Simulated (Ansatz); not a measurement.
## Magnetic states of titanium, simple cubic

The calculation used DFT, r2SCAN, plane waves (500 eV) with PAW, scalar-relativistic (Ansatz 0.2.0). The PAW files were generated under PBE, with cores re-solved for the functional.

Each start was relaxed and then solved on a dense mesh, with Fermi-Dirac smearing of 0.05 eV (0.1 eV in a metal without spin) extrapolated to zero. Rows within 2 meV/atom of each other tie.

(1) Where does each start end, and how do the energies compare? Starts: ferromagnetic; non-magnetic.

## Answers

(1) 
| start | ends | ΔE (meV/atom) | V (Å³/atom) |
| --- | --- | --- | --- |
| ferromagnetic | ferromagnetic, net 1.65 μB per atom | 0.0 | 19.46 |
| non-magnetic | spin not included | 144.9 | 18.22 |
